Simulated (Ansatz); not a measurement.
Bands of TiPt3

```
Ti Pt
1.0
     3.89700    0.00000    0.00000
     0.00000    3.89700    0.00000
     0.00000    0.00000    3.89700
Ti Pt
1 3
Direct
  0.00000 0.00000 0.00000
  0.00000 0.50000 0.50000
  0.50000 0.00000 0.50000
  0.50000 0.50000 0.00000
```

Atom numbers follow the list: Ti1, Pt2, Pt3, Pt4.

The cell is COD entry 1539263, as deposited and not checked against the literature; nothing was relaxed. It is an old determination, and later ones may differ.

No spin–orbit coupling, which matters for the heavy atoms here.

These are results of DFT, PBEsol, all-electron LAPW, scalar-relativistic (Ansatz 0.2.0), not measurements.

Numerical set-up: a Γ-centred 9×9×9 k mesh, Fermi–Dirac smearing of 0.05 eV, basis error target 0.5 meV/atom, no spin polarisation.

Points in fractions of the reciprocal vectors of this cell: Γ (0, 0, 0), X (0, 0.5, 0), M (0.5, 0.5, 0), R (0.5, 0.5, 0.5). The path runs Γ–X–M–Γ–R–X–R–M. Energies are in eV from the Fermi level; (×n) counts levels within 4 meV of each other, which need not be degenerate by symmetry.

(1) Metal or insulator at this level of theory?

(2) Tabulate bands 65 to 72, counted from the lowest band of the run, along the path.

## Answers

(1) No gap opens: metallic or semimetallic.

(2) 
```tsv
k (1/Å)	point	band 65	band 66	band 67	band 68	band 69	band 70	band 71	band 72
0.00	Γ	-0.53	0.03	0.03	0.03	1.40	1.40	1.52	1.52
0.12		-0.59	-0.31	-0.31	0.03	1.03	1.37	1.39	1.39
0.23		-1.00	-1.00	-0.78	0.03	0.20	1.14	1.14	1.27
0.35		-1.73	-1.65	-1.08	-0.81	0.03	0.81	0.81	1.14
0.46		-2.36	-1.80	-1.73	-1.37	0.04	0.44	0.44	0.91
0.58		-2.69	-2.59	-2.09	-1.42	0.04	0.11	0.11	0.68
0.69		-2.72	-2.72	-2.47	-1.40	-0.13	-0.13	0.04	0.51
0.81	X	-2.70	-2.70	-2.64	-1.39	-0.22	-0.22	0.04	0.45
0.92		-2.69	-2.61	-2.52	-1.50	-0.39	-0.11	0.11	0.47
1.04		-2.66	-2.55	-2.24	-1.76	-0.73	0.14	0.18	0.51
1.15		-2.60	-2.53	-2.09	-2.01	-1.14	0.21	0.45	0.50
1.27		-2.63	-2.53	-2.47	-1.93	-1.56	0.22	0.45	0.78
1.38		-2.87	-2.80	-2.43	-2.04	-1.93	0.22	0.41	0.55
1.50		-3.14	-3.04	-2.35	-2.31	-2.20	0.21	0.30	0.37
1.61	M	-3.15	-3.15	-2.51	-2.31	-2.29	0.21	0.21	0.36
1.78		-3.13	-2.98	-2.42	-2.14	-2.08	0.27	0.34	0.39
1.94		-2.94	-2.68	-2.53	-1.62	-1.62	0.42	0.48	0.64
2.10		-2.71	-2.66	-1.98	-1.26	-1.11	0.44	0.62	0.65
2.26		-2.33	-2.08	-1.43	-1.00	-0.64	0.65	0.80	0.91
2.43		-1.79	-1.48	-0.95	-0.28	-0.26	1.01	1.02	1.16
2.59		-0.72	-0.57	-0.53	-0.05	0.77	1.22	1.31	1.36
2.75	Γ	-0.53	0.03	0.03	0.03	1.40	1.40	1.52	1.52
2.95		-0.82	-0.82	-0.74	-0.08	0.56	1.22	1.22	1.51
3.15		-1.96	-1.96	-1.44	-0.53	-0.21	0.84	0.84	1.31
3.35		-2.36	-2.22	-2.22	-1.32	-0.29	0.37	0.37	1.22
3.55		-3.25	-2.47	-2.47	-1.61	-0.36	0.22	0.22	1.16
3.75		-3.32	-2.56	-2.56	-1.45	-0.41	0.34	0.34	1.12
3.95		-1.90	-1.76	-1.76	-1.05	-0.45	0.23	0.23	1.16
4.15	R	-1.07	-0.76	-0.76	-0.76	-0.46	-0.46	-0.46	1.21
4.31		-1.73	-1.53	-1.42	-1.06	-0.49	0.15	0.16	1.14
4.47		-3.01	-2.33	-2.04	-1.61	-0.56	0.50	0.51	0.96
4.64		-3.10	-2.77	-2.60	-1.82	-0.68	0.47	0.62	0.72
4.80		-3.05	-2.83	-2.70	-1.78	-0.77	0.27	0.61	0.67
4.96		-2.78	-2.65	-2.14	-1.97	-0.71	0.03	0.48	0.59
5.13		-2.72	-2.60	-2.38	-1.61	-0.42	-0.15	0.20	0.50
5.29	X	-2.70	-2.70	-2.64	-1.39	-0.22	-0.22	0.04	0.45
6.43	R	-1.07	-0.76	-0.76	-0.76	-0.46	-0.46	-0.46	1.21
6.54		-1.35	-1.27	-1.27	-0.93	-0.53	0.00	0.00	1.18
6.66		-1.95	-1.90	-1.90	-1.32	-0.71	0.46	0.46	1.11
6.77		-2.64	-2.48	-2.48	-1.74	-1.00	0.65	0.65	1.12
6.89		-2.94	-2.94	-2.66	-2.09	-1.36	0.55	0.55	0.87
7.00		-3.14	-3.14	-2.50	-2.33	-1.75	0.38	0.38	0.62
7.12		-3.16	-3.16	-2.46	-2.37	-2.11	0.26	0.26	0.43
7.24	M	-3.15	-3.15	-2.51	-2.31	-2.29	0.21	0.21	0.36
```
